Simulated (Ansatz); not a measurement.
## Profile along the Ni–Ni line in Ni (fcc, Cu type)

Ni (fcc, Cu type)

```xyz
1
Lattice="0.0000 1.7316 1.7316 1.7316 0.0000 1.7316 1.7316 1.7316 0.0000" Properties=species:S:1:pos:R:3 pbc="T T T"
Ni     0.0000     0.0000     0.0000
```

Fields along a shortest Ni–Ni line of a {111} plane (2.45 Å), from Ni to Ni, interpolated on the slice's grid (step about 0.2 Å). These are PBEsol (plane waves to 420 eV, PAW, scalar-relativistic; Ansatz, an electronic-structure program) values and carry that method's errors. k mesh 23×23×23. Near the nuclei the fields are pseudised (PAW); where an atom keeps semicore shells as valence, they peak there. Ni was relaxed with its symmetry unable to fall. Relaxed Ni ends ferromagnetic. The PAW data are Ansatz's earlier set. Other magnetic orders were not checked, so this need not be the ground state.

| distance from Ni (Å) | valence electron density (e/Å³) | spin density, up minus down (e/Å³) | electron localisation function | ELF of the up spins | ELF of the down spins |
|---|---|---|---|---|---|
| 0.00 | 64.28 | 2.97 | x | x | x |
| 0.25 | 36.31 | 1.63 | x | x | x |
| 0.49 | 8.23 | 0.36 | x | x | x |
| 0.74 | 1.48 | 0.07 | 0.20 | 0.21 | 0.19 |
| 0.98 | 0.47 | 0.00 | 0.18 | 0.17 | 0.19 |
| 1.23 | 0.34 | -0.01 | 0.25 | 0.21 | 0.29 |
| 1.47 | 0.47 | 0.00 | 0.18 | 0.17 | 0.19 |
| 1.72 | 1.48 | 0.07 | 0.20 | 0.21 | 0.19 |
| 1.96 | 8.23 | 0.36 | x | x | x |
| 2.21 | 36.31 | 1.63 | x | x | x |
| 2.45 | 64.28 | 2.97 | x | x | x |

x: too close to a nucleus for the ELF to mean much.

Density on the Ni–Ni line (2.45 Å) at its midpoint: 0.34 e/Å³. ELF at that point: 0.25.
